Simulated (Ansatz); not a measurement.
**Wurtzite alloy of AlN and SiC (39 of 48 Al sites, 39 of 48 N sites exchanged), 96 atoms**

Ansatz, PAW, plane waves. PBEsol relaxation of cell lengths and atoms (angles held) at the single k point (¼, ¼, ¼) without its symmetry partners; single points on the relaxed atoms at the Γ point alone, onto which points of the small cell's zone fold. Arrangement: random. No spin–orbit coupling unless named.

Relaxed structure:

```
CELL_PARAMETERS angstrom
9.26268 0.00000 0.00000
0.00000 10.71134 0.00000
0.00000 0.00000 10.08613
ATOMIC_POSITIONS crystal
Si 0.16756 0.08646 0.25177
Si 0.16518 0.08134 0.75040
Si 0.00295 0.33152 0.25056
Si 0.00105 0.33147 0.75096
Si 0.50051 0.08555 0.24796
Si 0.50187 0.08485 0.75132
Si 0.33626 0.33089 0.25230
Si 0.33315 0.33138 0.74578
Si 0.16987 0.58490 0.24934
Si 0.99994 0.83146 0.24627
Si 0.83306 0.08239 0.75267
Si 0.66241 0.33018 0.24813
Si 0.66542 0.33184 0.74812
Si 0.49811 0.58378 0.25063
Si 0.33392 0.83622 0.25223
Si 0.33128 0.83367 0.74512
Si 0.83135 0.58237 0.25038
Si 0.83389 0.58359 0.74787
Si 0.66620 0.83314 0.25099
Si 0.67013 0.83362 0.75070
Si 0.33018 0.16583 0.50204
Si 0.16660 0.41792 0.50379
Si 0.16659 0.42228 0.99322
Si 0.00163 0.66538 0.50071
Si 0.99871 0.66518 0.99910
Si 0.67233 0.16435 0.50155
Si 0.66466 0.16468 0.99665
Si 0.49953 0.41506 0.50279
Si 0.49865 0.42003 0.99619
Si 0.33522 0.66940 0.50407
Si 0.33296 0.66682 0.99781
Si 0.17182 0.91858 0.50313
Si 0.16496 0.91538 0.99671
Si 0.83398 0.41436 0.50174
Si 0.83611 0.41746 0.99140
Si 0.66342 0.66741 0.50481
Si 0.50030 0.91614 0.50289
Si 0.82930 0.91958 0.50519
Si 0.83172 0.91392 0.99237
Al 0.16602 0.58400 0.74813
Al 0.99843 0.83114 0.74998
Al 0.83438 0.08420 0.24649
Al 0.49860 0.58404 0.74972
Al 0.99799 0.16722 0.50086
Al 0.00434 0.16313 0.99652
Al 0.33267 0.16554 0.99791
Al 0.66614 0.66513 0.99380
Al 0.49999 0.92063 0.99420
C 0.00879 0.17350 0.19297
C 0.99852 0.16689 0.69815
C 0.33431 0.16834 0.19652
C 0.33422 0.16523 0.68793
C 0.16761 0.40794 0.68730
C 0.99611 0.66210 0.19346
C 0.99123 0.66127 0.67685
C 0.66013 0.17081 0.18464
C 0.66716 0.16726 0.68640
C 0.49914 0.41884 0.18610
C 0.49927 0.40848 0.68670
C 0.33505 0.67039 0.18767
C 0.33296 0.67519 0.68367
C 0.16530 0.91665 0.18830
C 0.17129 0.91925 0.68424
C 0.83193 0.41603 0.68648
C 0.67418 0.66906 0.68507
C 0.50220 0.91684 0.19538
C 0.50096 0.91796 0.68893
C 0.82774 0.92071 0.68568
C 0.17445 0.07764 0.43630
C 0.17159 0.07139 0.93226
C 0.99965 0.34833 0.43163
C 0.00419 0.34050 0.94010
C 0.50431 0.09117 0.93133
C 0.33252 0.33361 0.43698
C 0.16841 0.58513 0.43473
C 0.16711 0.58655 0.94957
C 0.00034 0.83001 0.94931
C 0.82490 0.07573 0.43842
C 0.82698 0.07906 0.94127
C 0.66779 0.33359 0.43454
C 0.66686 0.33484 0.93873
C 0.50189 0.58181 0.43683
C 0.49083 0.58089 0.94562
C 0.33423 0.83421 0.43723
C 0.84043 0.57909 0.93731
C 0.66916 0.83057 0.43608
C 0.67126 0.83385 0.93520
N 0.16946 0.41849 0.18580
N 0.83190 0.42044 0.18807
N 0.66953 0.66429 0.19969
N 0.83228 0.90256 0.18756
N 0.50131 0.08441 0.44000
N 0.33015 0.34252 0.93629
N 0.99712 0.83104 0.43264
N 0.32566 0.82751 0.93428
N 0.82968 0.58415 0.43230
```

What are the mean bond lengths by pair (pairs within 1.2 times the sum of covalent radii, less contacts 15 % beyond the pair's median; cation–cation pairs of compounds aside; long ionic contacts are cut short by that bound)?

Al–C 1.967 ± 0.037 Å (standard deviation, 32 bonds); Al–N 2.025 ± 0.035 Å (standard deviation, 4 bonds); C–Si 1.868 ± 0.037 Å (standard deviation, 124 bonds); N–Si 1.903 ± 0.050 Å (standard deviation, 32 bonds).

What gap lies between the top filled and the lowest empty level in the single points?

HSE06 2.85 eV (3.9 min on 7 threads of Neoverse-V2).
